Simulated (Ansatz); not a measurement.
Contact densities of TiO$_{2}$ against volume

```
CELL_PARAMETERS angstrom
4.59400 0.00000 0.00000
0.00000 4.59400 0.00000
0.00000 0.00000 2.95900
ATOMIC_POSITIONS crystal
Ti 0.00000 0.00000 0.00000
Ti 0.50000 0.50000 0.50000
O 0.30600 0.30600 0.00000
O 0.19400 0.80600 0.50000
O 0.69400 0.69400 0.00000
O 0.80600 0.19400 0.50000
```

Atom numbers follow the list: Ti1, Ti2, O3, O4, O5, O6.

The geometry is COD entry 9007432, unchecked; take it as a test cell.

Computed with DFT, LDA, all-electron PAW with datasets made for the crystal, scalar-relativistic in Ansatz 0.2.0.

The runs use a Γ-centred 7×7×10 k mesh, Fermi–Dirac smearing of 0.05 eV, cutoff 460 eV (chosen by the program for this cell), no spin polarisation.

The contact density is the mean electron density over the nuclear volume; its changes follow the s electrons' response to bonding and compression. Changes below are taken from the unscaled cell, where it is 56472.9 e/Å³ at Ti1, 2125.78 e/Å³ at O3.

Volumes at which the program chose other datasets or cutoffs are left out.

```tsv
V/V(cell)	P (GPa)	Δρ(0) Ti1 (e/Å³)	Δρ(0) O3 (e/Å³)	Vzz Ti1 (10²¹ V/m²)	Vzz O3 (10²¹ V/m²)
1.0000	-7.7	0.00	0.00	-2.40	2.01
1.0100	-9.9	-0.14	0.03	-2.37	?
1.0400	-15.9	-0.57	?	?	2.19
```

Problem. What belongs in the row "1.0400", column "Δρ(0) O3 (e/Å³)"?

Solution. 0.12.

Problem. Fill in "Vzz Ti1 (10²¹ V/m²)" for the row "1.0400".

Solution. -2.28.

Problem. What belongs in the row "1.0100", column "Vzz O3 (10²¹ V/m²)"?

Solution. 2.06.

The datasets are made afresh for each cell, so very small changes are uncertain.
